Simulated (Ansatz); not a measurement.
# Br, first-principles data

Br:
```yaml
crystal:
  lattice:
    - [-1.28920, 1.56938, 3.33420]
    - [1.28920, -1.56938, 3.33420]
    - [1.28920, 1.56938, -3.33420]
  atoms:
    - { symbol: Br, position: [0.00000, 0.00000, 0.00000] }
```

Space group Immm (No. 71); conventional cell a = 2.578 Å, b = 3.139 Å, c = 6.668 Å, α = β = γ = 90.00°.

Method: LDA in the plane-wave PAW code Ansatz. Geometry: relaxed at this level of theory. Other levels are named where they apply.

### Cell and energy

* **Volume per atom**: 26.98 Å³
* **Density**: 4.92 g/cm³

### Electronic structure

- Electronic character = metallic (no gap)
- Density of states at the Fermi level = 0.43 states/eV per atom (mean over ±0.08 eV)

The first step of the workflow began from a Materials Project structure, measured or hypothetical; the Crystallography Open Database copy checked does not list it. It is not the usual solid phase (space group No. 64). Symmetry was held in the LDA relaxation; whether a distortion lowers the energy is not shown. The substance is a gas or liquid at ambient conditions. With an odd number of electrons in the cell and no spin polarisation, the count alone makes it a metal. Scalar-relativistic: spin–orbit coupling is off unless named, which matters more the heavier the elements.

Potentials: the later of the program's two PAW sets.
